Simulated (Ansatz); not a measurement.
A relaxed structure of Ti is spoiled in several ways and relaxed again each time (noise and exchanges are one random draw each; squeezed and stretched starts keep its symmetry, which their runs cannot lower; pressure is positive under compression). Computed with PBE (plane waves to 420 eV, PAW, scalar-relativistic; Ansatz, a program for electronic structure).

Space group P6₃/mmc (No. 194); a = 2.9389 Å, b = 2.9389 Å, c = 4.6500 Å, α = 90.00°, β = 90.00°, γ = 120.00°

```tsv
atom	site	symmetry	x	y	z
Ti	2d	-6m2	0.6667	0.3333	0.2500
```

```
change                                                        first pressure (GPa)  largest first force (eV/Å)  released (eV/atom)  moves                outcome  final group  E − E(parent) (eV/atom)
------------------------------------------------------------  --------------------  --------------------------  ------------------  -----  ---------------------  -----------  -----------------------
squeezed uniformly to 80 % of its volume                                      36.8                        0.00                0.34      9                      ?            ?                        ?
with every coordinate shifted by Gaussian noise of σ = 0.3 Å                     –                           –                0.89     10  returns to the parent      P6₃/mmc                     0.00
squeezed uniformly to 88 % of its volume                                         ?                        0.00                   ?      7                      ?            ?                        ?
```

Question: What belongs in the gaps?

Answer: 
- squeezed uniformly to 88 % of its volume, first pressure (GPa): 18.0
- squeezed uniformly to 88 % of its volume, released (eV/atom): 0.11
- squeezed uniformly to 88 % of its volume, outcome: returns to the parent
- squeezed uniformly to 88 % of its volume, final group: P6₃/mmc
- squeezed uniformly to 88 % of its volume, E − E(parent) (eV/atom): 0.00
- squeezed uniformly to 80 % of its volume, outcome: returns to the parent
- squeezed uniformly to 80 % of its volume, final group: P6₃/mmc
- squeezed uniformly to 80 % of its volume, E − E(parent) (eV/atom): 0.00

First-step values come from each run's starting, coarser k-mesh (14×14×8, 13×13×7). The runs use different k-meshes, so differences are rounded accordingly. No spin polarisation in the result.
